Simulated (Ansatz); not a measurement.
## KCaCl$_{3}$: comparing deformations

Method: DFT PBEsol, scalar-relativistic, plane waves, PAW in Ansatz 0.2.0. The runs took a 420 eV cutoff, a Γ-centred 4×4×4 mesh and Gaussian smearing (0.05 eV). No spin polarisation. Energies are free energies at this smearing, counted from the undisturbed cell; pressure is positive in compression.

The starting cell (relaxed at this level; it needn't be the usual structure):

```yaml
crystal:
  lattice:
    - [5.30577, 0.00000, 0.00000]
    - [0.00000, 5.30577, 0.00000]
    - [0.00000, 0.00000, 5.30577]
  atoms:
    - { symbol: K, position: [0.00000, 0.00000, 0.00000] }
    - { symbol: Ca, position: [0.50000, 0.50000, 0.50000] }
    - { symbol: Cl, position: [0.00000, 0.50000, 0.50000] }
    - { symbol: Cl, position: [0.50000, 0.00000, 0.50000] }
    - { symbol: Cl, position: [0.50000, 0.50000, 0.00000] }
```

The cell is strained by ε times a Voigt pattern (xx, yy, zz, yz, xz, xy; engineering shear) with fractional coordinates fixed. τ = (1/V0) dE/dε comes from the stress tensor. Of each scan, only the three points used here are listed.

| pattern | ε | τ (GPa) |
| --- | --- | --- |
| (0, 0, 0, 0, 0, 1) | -0.0100 | -0.0767 |
| (0, 0, 0, 0, 0, 1) | 0.0000 | 0.0000 |
| (0, 0, 0, 0, 0, 1) | 0.0050 | 0.0383 |
| (1, -1, 0, 0, 0, 0) | -0.0150 | -1.61 |
| (1, -1, 0, 0, 0, 0) | 0.0000 | 0.00 |
| (1, -1, 0, 0, 0, 0) | 0.0075 | 0.80 |

Which constants do the scans give, and which deformation costs least for the same size of strain tensor?

The slope dτ/dε at zero (parabola through three points) is pᵀCp: (0, 0, 0, 0, 0, 1) gives C44 = 7.7 GPa; (1, -1, 0, 0, 0, 0) gives 2(C11 − C12) = 107 GPa. The size of the strain tensor, ε:ε, is ε² times 0.5, 2.0. Per unit of it the stiffnesses are 15.3, 53 GPa, so (0, 0, 0, 0, 0, 1) is the softest of these: at ε:ε = (1 %)² the quadratic term costs 0.14 meV/atom against 0.50 for the stiffest. These are clamped-ion values.

How anisotropic is this cubic crystal?

Zener's ratio 2 C44/(C11 − C12) = 0.29 with clamped ions; it is 1 for an isotropic solid.

Symmetry holds off the tilts and polar distortions that many cubic perovskites undergo.

Cost: 17 runs of about 3 core-minutes in all, on Intel Xeon Processor @ 2.50GHz (Skylake/Cascade Lake) (shared hosts).